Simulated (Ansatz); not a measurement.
# How the vibrations of CuAu₃ change with volume

Level of theory: Ansatz, DFT LDA, scalar-relativistic, plane waves, PAW. Plane waves to 420 eV; Γ-centred k mesh 10×10×10; Fermi-Dirac smearing of 0.15 eV. No spin polarisation. Phonons by linear response, acoustic sum rule imposed.

Equilibrium structure at this level:
```yaml
crystal:
  lattice:
    - [3.93797, 0.00000, 0.00000]
    - [0.00000, 3.93797, 0.00000]
    - [0.00000, 0.00000, 3.93797]
  atoms:
    - { symbol: Cu, position: [0.00000, 0.00000, 0.00000] }
    - { symbol: Au, position: [0.00000, 0.50000, 0.50000] }
    - { symbol: Au, position: [0.50000, 0.00000, 0.50000] }
    - { symbol: Au, position: [0.50000, 0.50000, 0.00000] }
```

In a metal, frequencies depend on the k mesh and the smearing, soft modes most. Spin–orbit coupling is left out, which can shift energies with elements as heavy as these.

Cells at 0.98 and 1.02 times the equilibrium volume were relaxed in shape and atoms; γ = −d ln ν / d ln V, modes matched by rank.

Problem. Give the optical frequencies at Γ (cm⁻¹) at the three volumes and the mode Grüneisen parameters.

Solution.
| 0.98 V | V | 1.02 V | γ | degeneracy |
| --- | --- | --- | --- | --- |
| 95 | 89 | 84 | 3.00 | 3 |
| 124 | 116 | 108 | 3.44 | 3 |
| 184 | 174 | 165 | 2.79 | 3 |

Problem. What pressures hold the two strained cells, and what bulk modulus follows?

Solution. 4.09 GPa at 0.98 V and -3.58 GPa at 1.02 V, so B = −dP/d ln V ≈ 192 GPa.